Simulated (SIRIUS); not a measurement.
Set-up for a self-consistent single point of Cu3Sn (P2_1/m, 8 atoms in the cell; from Materials Project mp-13138, changed as shown).

```yaml
crystal:
  lattice:
    - [5.45172, 0.00000, 0.00000]
    - [-2.75339, 4.76902, 0.00000]
    - [0.00000, 0.00000, 4.27269]
  atoms:
    - { symbol: Cu, position: [0.15577, 0.84423, 0.75000] }
    - { symbol: Cu, position: [0.84423, 0.15577, 0.25000] }
    - { symbol: Cu, position: [0.31154, 0.15577, 0.25000] }
    - { symbol: Cu, position: [0.68846, 0.84423, 0.75000] }
    - { symbol: Cu, position: [0.15577, 0.31154, 0.75000] }
    - { symbol: Cu, position: [0.84423, 0.68846, 0.25000] }
    - { symbol: Sn, position: [0.33333, 0.66667, 0.25000] }
    - { symbol: Sn, position: [0.66667, 0.33333, 0.75000] }
```

All values come from this method and carry its errors: LDA (PW92), GBRV LDA ultrasoft pseudopotentials (plane waves; SIRIUS).

SIRIUS settings:

```
key                                                                   value
--------------------------------------  -----------------------------------
parameters.ngridk                                                     3 3 4
parameters.xc_functionals                           [XC_LDA_X, XC_LDA_C_PW]
parameters.gk_cutoff                                           6.325 1/bohr
parameters.pw_cutoff                                          14.143 1/bohr
parameters.smearing                                                gaussian
parameters.smearing_width                                     0.00999582 Ha
potentials                              GBRV LDA ultrasoft pseudopotentials
parameters.electronic_structure_method                      pseudopotential
parameters.num_bands                                                     85
parameters.num_mag_dims                                                   0
parameters.num_dft_iter                                                 100
parameters.energy_tol                                              1e-07 Ha
parameters.density_tol                                                1e-06
mixer.type                                                         broyden2
mixer.beta                                                              0.3
mixer.use_hartree                                                     false
```

Results:

- Number of valence electrons: 142
- Number of bands: 85
- Number of k-points after the program's reduction: 15
- Number of plane waves (most at a k-point): 3219
- Number of SCF iterations: 24
- FFT grid: 50 × 50 × 40
- Free energy E − TS: -37268.0540 eV
- Fermi level (on the code's own zero): 16.09 eV
- Pressure: -4.77 GPa
- Largest force (vector length): 0.141 eV/Å

Forces (eV/Å):
```tsv
atom	Fx	Fy	Fz
Cu1	-0.105	0.078	0.000
Cu2	0.105	-0.078	0.000
Cu3	-0.100	-0.068	0.000
Cu4	0.100	0.068	0.000
Cu5	0.008	-0.141	0.000
Cu6	-0.008	0.141	0.000
Sn7	-0.002	-0.003	0.000
Sn8	0.002	0.003	0.000
```

Stress (GPa, positive for compression):
```
-5.00  -0.15   0.00
-0.15  -4.59   0.00
 0.00   0.00  -4.72
```

For comparison: a first run was changed to give this one (lattice vector a scaled by 0.99), and from it to this one the free energy goes down by 4.6 meV/atom, the pressure goes from -5.93 to -4.77 GPa and the largest force goes from 0.158 to 0.141 eV/Å.

The structure comes from a collection of computed structures, made at another level of theory; the collection holds predicted forms beside known ones. No clean gap shows at this smearing width and mesh (spacing up to 0.44 Å⁻¹); the mesh is coarse for partly filled bands, so the values carry mesh errors.

Cost on one core: about 2.5 core-minutes (a rough figure).
